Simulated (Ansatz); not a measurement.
## Harmonic thermodynamics of Al3Fe2Co

Level of theory: DFT PBE, scalar-relativistic, plane waves, PAW (Ansatz 0.2.0). Settings: 420 eV plane-wave cutoff, Γ-centred 12×12×8 mesh, Gaussian smearing of 0.20 eV. Collinear spin, site moments 0.0, 0.0, 0.0, 0.0, 0.5, 0.5 μB. Phonons by linear response, acoustic sum rule imposed.

Relaxed structure:
Space group P-3m1 (No. 164). a = 4.054 Å, b = 4.054 Å, c = 4.962 Å, α = 90.00°, β = 90.00°, γ = 120.00°
```csv
atom,site,symmetry,x,y,z
Al,1a,-3m.,0.0000,0.0000,0.0000
Al,2d,3m.,0.3333,0.6667,0.6644
Co,1b,-3m.,0.0000,0.0000,0.5000
Fe,2d,3m.,0.6667,0.3333,0.8375
```

The structure comes from a generated guess, relaxed at this level; another structure or a mixture of phases may lie lower. In a metal, frequencies and elastic constants depend on the k mesh and the smearing, soft modes and shear constants most. The q mesh is coarse, so values between its points are rough.

Force constants from linear response on a 2×2×2 q mesh, interpolated to a fine mesh.

Phonon density of states, in bins of 10 cm⁻¹:
(bin centre (cm⁻¹), share of modes (%)): (5, 0.0), (15, 0.0), (25, 0.0), (35, 0.1), (45, 0.1), (55, 0.2), (65, 0.3), (75, 0.9), (85, 0.9), (95, 1.0), (105, 1.2), (115, 1.7), (125, 2.6), (135, 2.4), (145, 2.0), (155, 2.2), (165, 3.2), (175, 4.8), (185, 4.8), (195, 4.3), (205, 3.5), (215, 3.9), (225, 5.0), (235, 3.4), (245, 1.3), (255, 0.0), (265, 0.0), (275, 0.0), (285, 3.3), (295, 4.9), (305, 4.7), (315, 4.8), (325, 4.8), (335, 5.3), (345, 4.3), (355, 5.8), (365, 5.3), (375, 4.7), (385, 2.1), (395, 0.0)

(1) Give the zero-point energy per atom.

(2) How large are the vibrational entropy and heat capacity at 300 K?

(3) Tabulate them against temperature.

Answers

(1) 47.4 meV.

(2) S = 2.82 k_B and C_V = 2.62 k_B per atom, 87 % of the Dulong–Petit value.

(3)
```tsv
T (K)	F_vib (meV/atom)	S (k_B/atom)	C_V (k_B/atom)
100	45.9	0.60	1.20
200	35.3	1.82	2.25
300	15.2	2.82	2.62
400	-12.6	3.60	2.78
500	-46.4	4.22	2.86
600	-85.1	4.75	2.90
700	-128.0	5.20	2.92
800	-174.5	5.59	2.94
900	-224.2	5.94	2.95
1000	-276.7	6.25	2.96
```
